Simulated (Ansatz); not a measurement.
SiSe2 in space group P6_3/mmc (No. 194; Si on 2c, Se on 4f), DFT-PBE in the program Ansatz with PAW potentials, all energies at zero smearing, with the estimated change up to a 700 eV cutoff added, with one set of potentials and settings (totals compare only within such a set). Cell of 6 atoms (2 Si, 4 Se): -23147.550 eV.

```tsv
element	reference phase	E (eV/atom)
Si	Fd-3m, 2 atoms in the cell	-635.8096
Se	P3_121, 3 atoms in the cell	-5469.0798
```

Formation energy per atom, worked out: (-23147.550 − 2×(-635.8096) − 4×(-5469.0798))/6 = 0.065 eV/atom (6 kJ per mol of atoms), at 0 K, without zero-point energy or fitted corrections.

The cell is a constructed one: a structure type filled with these elements; neither database checked (COD, Materials Project) lists it. COD files the formula under space group No. 72, so this cell is another polymorph or a model. Its standing as an ambient phase is unchecked. The cell was relaxed with PBE under the symmetry of its start; its stability against distortions is not shown here. A crystal of weakly bound layers computed without a dispersion correction: the cell and the soft elastic constants depend strongly on that. The references are the lowest solids computed at this level, not always the standard phases.

Potentials: the later of the program's two PAW sets.
